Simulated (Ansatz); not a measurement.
Ba2Cd (MoSi2 or CaC2 type, space group No. 139), DFT-PBE in the program Ansatz with PAW potentials, all energies at zero smearing, with the estimated change up to a 700 eV cutoff added, with one set of potentials and settings (totals compare only within such a set). Cell of 3 atoms (2 Ba, 1 Cd): -20154.266 eV.

```json
[
 {"element": "Ba", "reference phase": "Im-3m, 1 atoms in the cell", "E (eV/atom)": "-5949.5401"},
 {"element": "Cd", "reference phase": "P6_3/mmc, 2 atoms in the cell", "E (eV/atom)": "-8254.4547"}
]
```

Formation energy per atom, worked out: (-20154.266 − 2×(-5949.5401) − 1×(-8254.4547))/3 = -0.244 eV/atom (-23 kJ per mol of atoms), at 0 K, without zero-point energy or fitted corrections.

Space group I4/mmm (MoSi2 or CaC2 type). The workflow started from a Materials Project entry (that database holds measured and hypothetical structures alike); the Crystallography Open Database files this formula in space group No. 139, but the cells were not matched. Whether it is the stable phase at ambient conditions was not checked. The PBE relaxation kept the symmetry of its start; its stability against distortions is not shown here. The references are the lowest solids computed at this level, not always the standard phases. Spin–orbit coupling is left out wherever it is not named.

Potentials: the later of the program's two PAW sets.
